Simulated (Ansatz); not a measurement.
Ba2YHO3:
```
Ba2YHO3
1.0
   -2.19434     2.19434     6.78265
    2.19434    -2.19434     6.78265
    2.19434     2.19434    -6.78265
Y O H Ba
1 3 1 2
Cartesian
  0.00000   0.00000   0.15803
  2.19434   0.00000   6.67988
  0.00000   2.19434   6.67988
  0.00000   0.00000   2.33720
  0.00000   0.00000  11.27453
  0.00000   0.00000   4.93031
  0.00000   0.00000   8.63610
```

Relaxed with r²SCAN. Special points in fractions of this cell's reciprocal vectors: Γ (0.000, 0.000, 0.000); X (0.000, 0.000, 0.500); P (0.250, 0.250, 0.250); N (0.000, 0.500, 0.000); M (0.500, 0.500, -0.500); S (0.276, 0.724, -0.276); S0 (-0.276, 0.276, 0.276); R (-0.052, 0.052, 0.500); G (0.500, 0.500, -0.052).

### Question
List the band energies nearest the valence-band maximum at these points for the program Ansatz at the r²SCAN level (PAW).

### Answer
In eV from the valence-band maximum; about four levels below and three above (degenerate sets whole), none deeper than 8.9 eV; points with the same levels are listed once.

| k | below | above |
|---|---|---|
| Γ | -0.46 -0.46 -0.40 -0.08 -0.08 | 4.91 4.94 5.13 |
| X | -0.51 -0.35 -0.32 -0.19 | 4.70 5.10 6.09 |
| P | -0.43 -0.43 -0.41 -0.19 | 4.88 4.88 6.12 |
| N | -0.62 -0.49 -0.35 -0.24 | 4.22 5.10 5.77 |
| M | -0.37 -0.37 -0.13 -0.09 -0.09 | 4.14 5.02 5.03 |
| S | -0.77 -0.54 -0.35 -0.15 | 4.24 5.08 5.88 |
| R | -0.55 -0.39 -0.32 -0.18 | 4.73 5.04 6.09 |

Space group I4mm. The start of the workflow was typed in or built on a structure type; neither database checked (COD, Materials Project) lists it. Whether it is the stable phase at ambient conditions was not checked. Symmetry was held in the r²SCAN relaxation; whether a distortion lowers the energy is not shown. The run is not spin-polarised. Scalar-relativistic: spin–orbit coupling is off unless named, which matters more the heavier the elements.

Potentials: the earlier of the program's two PAW sets. The files were generated under PBE; for other functionals the program regenerates the frozen cores, and for LDA and PBEsol the local potential too.
